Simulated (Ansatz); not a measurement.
HfO$_{2}$:
```yaml
crystal:
  lattice:
    - [3.57702, 0.00000, 0.00000]
    - [0.00000, 3.57702, 0.00000]
    - [0.00000, 0.00000, 5.20363]
  atoms:
    - { symbol: Hf, position: [0.50000, 0.50000, 0.50000] }
    - { symbol: Hf, position: [0.00000, 0.00000, 0.00000] }
    - { symbol: O, position: [0.00000, 0.50000, 0.69607] }
    - { symbol: O, position: [0.00000, 0.50000, 0.19607] }
    - { symbol: O, position: [0.50000, 0.00000, 0.80393] }
    - { symbol: O, position: [0.50000, 0.00000, 0.30393] }
```

Relaxed with r²SCAN.

Problem. Decompose the optical modes at the zone centre into irreducible representations, and say which are infrared and Raman allowed.

Solution. Point group 4/mmm: Γ_opt = A1g + A2u + 2B1g + B2u + 3Eg + 2Eu. Infrared: A2u, Eu. Raman: A1g, B1g, Eg.

Problem. Assign frequencies (DFPT, r²SCAN (plane waves, PAW; program Ansatz); without the LO–TO term).

Solution. Eu 59, Eg 102, B1g 222, A1g 313, A2u 318, Eg 447, Eu 464, B1g 603, B2u 661, Eg 675 cm⁻¹.

Subscripts of B labels follow the axes of the standard setting.

Space group P4_2/nmc. This is a known high-temperature phase of the composition, computed here at zero pressure and temperature. The r²SCAN relaxation kept the symmetry of its start; its stability against distortions is not shown here. The run is not spin-polarised. Scalar-relativistic: spin–orbit coupling is off unless named, which matters more the heavier the elements.

Potentials: the earlier of the program's two PAW sets. The files were generated under PBE; for other functionals the program regenerates the frozen cores, and for LDA and PBEsol the local potential too.
